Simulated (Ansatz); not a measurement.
# How much do the gradients of Sc6WO12 depend on the method?

Cell: a COD entry, ions relaxed with PBE at fixed cell.

```cif
data_Sc6WO12
_symmetry_space_group_name_H-M 'R-3:H'
_symmetry_Int_Tables_number 148
_cell_length_a 9.3258
_cell_length_b 9.3258
_cell_length_c 8.8264
_cell_angle_alpha 90.000
_cell_angle_beta 90.000
_cell_angle_gamma 120.000
loop_
_atom_site_label
_atom_site_type_symbol
_atom_site_symmetry_multiplicity
_atom_site_Wyckoff_symbol
_atom_site_fract_x
_atom_site_fract_y
_atom_site_fract_z
Sc Sc 18 f 0.7831 0.7513 0.3616
W W 3 a 0.0000 0.0000 0.0000
O8 O 18 f 0.5046 0.1504 0.4541
O14 O 18 f 0.8069 0.7835 0.6055
```

One atom of each set is listed; the run and its k-mesh use a cell of 19 atoms with edges of 6.14, 6.14, 6.14 Å.

First run. All values are calculated (Ansatz; DFT, PBE, plane waves and PAW, scalar-relativistic, 420 eV cutoff, Γ-centred 4×4×4 k-points, Fermi–Dirac smearing 0.02 eV), not measured.

```tsv
site	V_zz (10²¹ V/m²)	η
Sc	-5.21	0.52
W	11.25	0.00
O8	-1.02	0.62
O14	1.57	0.60
```

Second run. The same atoms and settings, except that spin–orbit coupling is included (fully relativistic PAW files).

**Question.** What does the second run give?

**Answer.** 

```
site   V_zz     η  change of V_zz
  Sc  -5.21  0.52            0.00
   W  11.17  0.00           -0.08
  O8  -1.05  0.68           -0.03
 O14   1.57  0.60            0.00
```

The largest change of V_zz is on W, from 11.25 to 11.17. In per cent, |V_zz| changes by 0 on Sc, -1 on W, 0 to +2 on O (all sites that start above 0.5).

The database positions were far from equilibrium, so the relaxed structure may not be the compound's real one.
